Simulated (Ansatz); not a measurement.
# Ag: clamped-ion strain scan

Level of theory: DFT r2SCAN, scalar-relativistic, plane waves, PAW (Ansatz 0.2.0). Cutoff 500 eV, Γ-centred 26×26×26 k-points, Gaussian smearing of 0.15 eV. No spin polarisation. Energies are free energies at this smearing, counted from the undisturbed cell; pressure is positive in compression.

Zero of the scan (relaxed at this level):

```xyz
1
Lattice="0.0000 2.0521 2.0521 2.0521 0.0000 2.0521 2.0521 2.0521 0.0000" Properties=species:S:1:pos:R:3 pbc="T T T"
Ag    0.0000    0.0000    0.0000
```

The cell is strained by ε times the Voigt pattern (1, -1, 0, 0, 0, 0) (xx, yy, zz, yz, xz, xy; engineering shear) with fractional coordinates fixed. The cell is metallic on the mesh throughout.

```tsv
ε	ΔE (meV/atom)	stress summed along the pattern (GPa, tension positive)	pressure (GPa)
-0.0200	1.5	-1.38	0.1
-0.0100	0.4	?	0.0
0.0000	0.0	0.00	0.0
0.0150	0.9	1.06	0.0
```

Problem. Give the withheld values.

Solution. stress summed along the pattern (GPa, tension positive) at ε = -0.0100: -0.72.